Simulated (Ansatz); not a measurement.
InMo₂C:
```
CELL_PARAMETERS angstrom
      3.12641     0.00000     0.00000
     -1.56320     2.70755     0.00000
      0.00000     0.00000    14.02168
ATOMIC_POSITIONS crystal
  In 0.33333 0.66667 0.75000
  In 0.66667 0.33333 0.25000
  Mo 0.33333 0.66667 0.07988
  Mo 0.66667 0.33333 0.57988
  Mo 0.66667 0.33333 0.92012
  Mo 0.33333 0.66667 0.42012
  C  0.00000 0.00000 0.00000
  C  0.00000 0.00000 0.50000
```

Relaxed with PBE. Special points in fractions of this cell's reciprocal vectors: Γ (0.000, 0.000, 0.000); M (0.500, 0.000, 0.000); K (0.333, 0.333, 0.000); A (0.000, 0.000, 0.500); L (0.500, 0.000, 0.500); H (0.333, 0.333, 0.500).

Task: List the band energies nearest the Fermi level at these points for the program Ansatz at the PBE level (PAW).

Result: In eV from the Fermi level; about four levels below and three above (degenerate sets whole), none deeper than 8.9 eV; points with the same levels are listed once.

```csv
k,below,above
Γ,-0.24 -0.24 -0.15 -0.15,1.07 1.07 1.08 1.08
M,-3.74 -3.23 -2.11 -2.05,0.50 0.52 0.76
K,-1.83 -1.83 -0.55 -0.26 -0.26,0.36 0.36 0.97
A,-0.20 -0.20 -0.20 -0.20,1.07 1.07 1.07 1.07
L,-3.52 -3.52 -2.07 -2.07,0.62 0.62 0.68 0.68
H,-1.32 -1.32 -0.48 -0.48,0.89 0.89 0.99 0.99
```

Space group P6_3/mmc. The start of the workflow was typed in or built on a structure type; neither database checked (COD, Materials Project) lists it. Its standing as an ambient phase is unchecked. Symmetry was held in the PBE relaxation; its stability against distortions is not shown here. No spin polarisation was allowed. Spin–orbit coupling is left out wherever it is not named.

Potentials: the earlier of the program's two PAW sets.
